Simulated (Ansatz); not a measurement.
K$_{2}$S:
Space group Fm-3m (No. 225); a = b = c = 7.1907 Å, α = β = γ = 90.00°

```csv
atom,site,symmetry,x,y,z
K,8c,-43m,0.2500,0.2500,0.2500
S,4a,m-3m,0.0000,0.0000,0.0000
```
(The calculation used a cell of 3 atoms; values per cell refer to that cell.)

This is the LDA-relaxed structure.

Question: All from the program Ansatz at the LDA level (PAW), unless another level is named. Give the bulk modulus (Birch–Murnaghan fit).

Answer: 23.5 GPa.

Question: And the zero-point energy?

Answer: 24.8 meV/atom.

The cell was relaxed with LDA under the symmetry of its start; phonons on a q-mesh show no instability.

Potentials: the later of the program's two PAW sets.
